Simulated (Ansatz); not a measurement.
**What moves the field gradients of Bi2S3?**

Cell of run 1: a computed structure from the Materials Project (it need not be an observed phase), atoms as given.

Space group Pnma (No. 62); a = 11.5936, b = 3.9978, c = 11.1606 Å.

| site | Wyckoff | site symmetry | x | y | z |
| --- | --- | --- | --- | --- | --- |
| Bi1 | 4c | .m. | 0.0176 | 0.2500 | 0.3263 |
| Bi5 | 4c | .m. | 0.1565 | 0.7500 | 0.0326 |
| S9 | 4c | .m. | 0.4518 | 0.7500 | 0.3712 |
| S13 | 4c | .m. | 0.1216 | 0.7500 | 0.4436 |
| S17 | 4c | .m. | 0.7106 | 0.2500 | 0.3087 |

One atom of each set is listed.

Relaxed positions (PBE, cell held):

Bi1 (0.0174, 0.2500, 0.3260)
Bi5 (0.1581, 0.7500, 0.0321)
S9 (0.4519, 0.7500, 0.3703)
S13 (0.1227, 0.7500, 0.4454)
S17 (0.7133, 0.2500, 0.3082)

All runs are DFT with Ansatz 0.2.0 (plane waves and PAW, scalar-relativistic unless spin–orbit coupling is named, Γ-centred meshes, Fermi–Dirac smearing where given) in this cell.

Run 1: PBE, atoms as given; 420 eV, 3×7×3 k-points, smearing 0.01 eV.
Run 2: r2SCAN, atoms as given; 500 eV, 3×7×3 k-points, smearing 0.01 eV.
Run 3: PBE, atoms relaxed; 420 eV, 3×7×3 k-points, smearing 0.01 eV.
Run 4: r2SCAN, at the relaxed atoms; 500 eV, 3×7×3 k-points, smearing 0.01 eV.
Run 5: r2SCAN, atoms relaxed; 500 eV, 3×7×3 k-points, smearing 0.01 eV.

Q: What does each run give, and what moves the gradients most?

A: 

| run | Bi1 V_zz (η) | Bi5 V_zz (η) | S9 V_zz (η) |
| --- | --- | --- | --- |
| 1 | -11.00 (0.79) | -21.9 (0.11) | 4.92 (0.82) |
| 2 | -12.61 (0.81) | -25.0 (0.11) | 5.31 (0.73) |
| 3 | -9.49 (0.80) | -19.75 (0.12) | 4.61 (0.90) |
| 4 | -10.89 (0.83) | -22.6 (0.11) | 4.99 (0.80) |
| 5 | -12.83 (0.83) | -25.8 (0.10) | 5.43 (0.71) |

V_zz in 10²¹ V/m²; 3 of the 5 sets of like atoms are followed. Against run 1, the gradient tensors on these sites move by at most 3.10 in run 2 (Bi5), 2.63 in run 3 (Bi5), 1.60 in run 4 (Bi5), 4.03 in run 5 (Bi5). Taken one at a time, the positions of the atoms (as given or relaxed) move the tensors on these sites by up to 3.89 (largest principal value of the change, on Bi5), the functional (r2SCAN with its higher cutoff) by 3.10 (Bi5).

Leaving out spin–orbit coupling shifts gradients on Bi by a few per cent, and by more where contributions nearly cancel.
